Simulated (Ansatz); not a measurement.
The cell of Ga3Sb is invented: random cell by space group and Wyckoff sites (P6mm, No. 183). Lengths were set from tabulated atomic sizes, so they are only a guess.

```yaml
crystal:
  lattice:
    - [5.06862, 0.00000, 0.00000]
    - [-2.53431, 4.38955, 0.00000]
    - [0.00000, 0.00000, 4.62568]
  atoms:
    - { symbol: Ga, position: [0.50000, 0.00000, 0.24478] }
    - { symbol: Ga, position: [0.00000, 0.50000, 0.24478] }
    - { symbol: Ga, position: [0.50000, 0.50000, 0.24478] }
    - { symbol: Sb, position: [0.00000, 0.00000, 0.14041] }
```

Level of theory: DFT PBE, scalar-relativistic, plane waves, PAW (Ansatz 0.2.0). Cutoff 420 eV, Gaussian smearing, Γ-centred meshes. Cell and atoms relax first on a coarse mesh and then on a finer one. In between, the cell is made exact in the group found at 0.06 Å. In metals the finer mesh still leaves noise of several meV/atom or more. The steps can't lower the symmetry of their start. No spin polarisation.

A guess keeps its type if space group and coordination stay and the shape of the cell changes little (axis ratios within about 15 %, angles within 6°); the volume may change.

Question: Does it keep its structure type, or change into something else?

Answer: It doesn't keep its type. The symmetry goes from P6mm (No. 183) to P6/mmm (No. 191). The volume per atom shrinks by 13.0 %, from 25.7 to 22.4 Å³. The shortest distance goes from 2.53 Å (Ga–Ga) to 2.88 Å (Ga–Ga). Counting neighbours within 15 % of an atom's shortest distance, the start has Ga 6, Sb 6 and the end Ga 10, Sb 14. In detail, at the end Ga is surrounded by 4 Ga at 2.88 Å, 2 Ga at 3.11 Å and 4 Sb at 3.28 Å; around Sb lie 2 Sb at 3.11 Å and 12 Ga at 3.28 Å.

```cif
data_structure
_symmetry_space_group_name_H-M 'P 1'
_symmetry_Int_Tables_number 1
_cell_length_a 5.7634
_cell_length_b 5.7634
_cell_length_c 3.1123
_cell_angle_alpha 90.000
_cell_angle_beta 90.000
_cell_angle_gamma 120.000
_cell_volume 89.53
loop_
_atom_site_label
_atom_site_type_symbol
_atom_site_fract_x
_atom_site_fract_y
_atom_site_fract_z
_atom_site_occupancy
Ga1 Ga 0.50000 0.00000 0.00000 1
Ga2 Ga 0.00000 0.50000 0.00000 1
Ga3 Ga 0.50000 0.50000 0.00000 1
Sb1 Sb 0.00000 0.00000 0.50000 1
```

Formation energies are uncorrected and refer to the elements' standard structures at the same level.

Question: At what energy does it end?

Answer: +0.10 eV/atom. It can't be a ground state, since the elements alone are lower.

The last run used a 12×12×14 mesh (in the run's order of axes) for its 4-atom cell and Gaussian smearing of 0.10 eV. These runs have no spin–orbit coupling, which can matter for Sb. A structure relaxed within its symmetry needn't be a true minimum. Another cell of Ga3Sb relaxed alike, in P-3m1, lies 43 meV/atom lower, so this cell isn't the stable form at this level.
